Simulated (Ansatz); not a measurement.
Input:

BiB:
Space group P6₃mc (No. 186); a = b = 3.8406 Å, c = 6.3224 Å, α = β = 90.00°, γ = 120.00°

```tsv
atom	site	symmetry	x	y	z
B	2b	3m.	0.6667	0.3333	0.0000
Bi	2b	3m.	0.3333	0.6667	0.1252
```

This is the HSE06-relaxed structure.

Question: All from DFT-HSE06 in the program Ansatz with PAW potentials, unless another level is named. Estimate the band gap.

Answer: 0.65 eV (direct).

Question: Give the valence-band maximum.

Answer: at Γ.

Space group P6_3mc (wurtzite). A made-up cell: these elements were put on the sites of a structure type; neither database checked (COD, Materials Project) lists it. Its standing as an ambient phase is unchecked. The cell was relaxed with HSE06 under the symmetry of its start; whether a distortion lowers the energy is not shown. The hybrid was solved on a coarse mesh, the path and, where they were found, the r²SCAN edge points; its band edges are the extreme levels among these. Spin–orbit coupling is left out wherever it is not named.

Potentials: the later of the program's two PAW sets.
